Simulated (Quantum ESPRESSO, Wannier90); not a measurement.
## Tight-binding from DFT: TaS$_{2}$ (R-3m)

```
begin unit_cell_cart
ang
   -1.6917200017    2.9301449951    0.0000000000
   -3.3834400034    0.0000000000    0.0000000000
   -1.6917200017    0.9767149984    6.3514130000
end unit_cell_cart
begin atoms_frac
Ta   0.0000000000  0.0000000000  0.0000000000
S    0.2538730000  0.2538730000  0.2383810000
S   -0.2538730000 -0.2538730000 -0.2383810000
end atoms_frac
```

Structure: Materials Project mp-555037, symmetrised, not relaxed again. COD (Crystallography Open Database) has the formula in 4 space groups, this one among them (matched by group alone). Computed values, not measurements, from PBEsol: Quantum ESPRESSO (norm-conserving PseudoDojo potentials, cutoff 47 Ry, spinors with spin-orbit coupling) on a Γ-centred 8×8×8 mesh, then Wannier90. Density: 10×10×10 mesh, cold smearing 0.01 Ry. The cell is built of weakly bound layers, chains or molecules, whose nearest atoms lie 3.85 Å apart. Database cells relaxed without dispersion often hold them too far apart, which can enlarge gaps and weakens couplings between them; spacing and stacking were not compared with the measured crystal.

A tight-binding model is made by disentanglement and projection with no localisation steps (num_iter = 0), so the 22 orbitals stay atom-like: hydrogen-like Ta: d; S: p, axes along x, y, z; frozen window up to 1.50 eV relative to the Fermi level. It follows pw.x to 2.3 meV rms for states up to 1.0 eV relative to the Fermi level. Matrix elements depend on this choice of orbitals and windows.

The 20 largest hoppings ⟨m,0|H|n,R⟩ between different sites (one of each Hermitian pair; signs follow the real orbitals' lobes; the list may end inside a set of equal values):

```tsv
m	n	R	distance of the centres (Å)	t (eV)	Im t (eV)
Ta1 dyz↑	S3 py↑	1 0 0	2.40	-1.799	0.000
Ta1 dyz↓	S3 py↓	1 0 0	2.40	-1.799	0.000
S2 py↑	Ta1 dyz↑	1 0 0	2.40	1.799	0.000
S2 py↓	Ta1 dyz↓	1 0 0	2.40	1.799	0.000
Ta1 dxz↑	S3 px↑	0 1 0	2.41	-1.170	0.004
Ta1 dxz↓	S3 px↓	0 1 0	2.41	-1.170	-0.004
S2 px↑	Ta1 dxz↑	0 1 0	2.41	1.170	0.004
S2 px↓	Ta1 dxz↓	0 1 0	2.41	1.170	-0.004
S2 px↑	Ta1 dxz↑	0 0 0	2.41	1.170	-0.004
S2 px↓	Ta1 dxz↓	0 0 0	2.41	1.170	0.004
S3 px↑	Ta1 dxz↑	0 0 0	2.41	-1.170	0.004
S3 px↓	Ta1 dxz↓	0 0 0	2.41	-1.170	-0.004
Ta1 dx2-y2↑	S3 pz↑	1 0 0	2.52	1.138	0.000
Ta1 dx2-y2↓	S3 pz↓	1 0 0	2.52	1.138	0.000
S2 pz↑	Ta1 dx2-y2↑	1 0 0	2.52	-1.138	0.000
S2 pz↓	Ta1 dx2-y2↓	1 0 0	2.52	-1.138	0.000
Ta1 dxz↑	S3 py↑	0 1 0	2.43	-1.089	-0.002
Ta1 dxz↓	S3 py↓	0 1 0	2.43	-1.089	0.002
S2 py↑	Ta1 dxz↑	0 1 0	2.43	1.089	-0.002
S2 py↓	Ta1 dxz↓	0 1 0	2.43	1.089	0.002
```
